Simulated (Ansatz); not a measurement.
Given:

CuI:
```xyz
8
Lattice="12.3598 0.0000 0.0000 0.0000 3.9578 0.0000 0.0000 0.0000 3.9581" Properties=species:S:1:pos:R:3 pbc="T T T"
Cu     3.0899     0.9895     0.9899
Cu     3.0899     2.9684     2.9690
Cu     9.2698     2.9684     2.9681
Cu     9.2698     0.9895     0.9891
I     10.9437     0.9895     2.9681
I      7.5959     2.9684     0.9891
I      1.4160     2.9684     0.9900
I      4.7639     0.9895     2.9690
```

This is the LDA-relaxed structure.

### Question
All from DFT-LDA in the program Ansatz with PAW potentials, unless another level is named. Predict the electron effective mass.

### Answer
0.17, 0.17, 0.21 mₑ (principal values).

### Question
What about the band gap?

### Answer
1.49 eV (direct).

### Question
And the formation energy from the elements (no fitted shifts)?

### Answer
-102 meV/atom.

### Question
And the valence-band maximum?

### Answer
at Γ.

### Question
And the weight of the conduction-edge state by species (Voronoi cells)?

### Answer
I 57 %, Cu 43 %.

Space group P4/nmm. The cell is a constructed one: a structure type filled with these elements; the Crystallography Open Database copy checked does not list it. It is not the phase usual at ambient conditions (space group No. 216). The LDA relaxation kept the symmetry of its start; of distortions, only those at the zone centre were tested, and some modes there are weakly imaginary. The run is not spin-polarised. A crystal of weakly bound layers computed without a dispersion correction: the cell and the soft elastic constants depend strongly on that. Point labels and valley counts follow the cell and symmetry of the run, lower than the named group. The references are the lowest solids computed at this level, not always the standard phases. Scalar-relativistic: spin–orbit coupling is off unless named, which matters more the heavier the elements.

Potentials: the earlier of the program's two PAW sets.
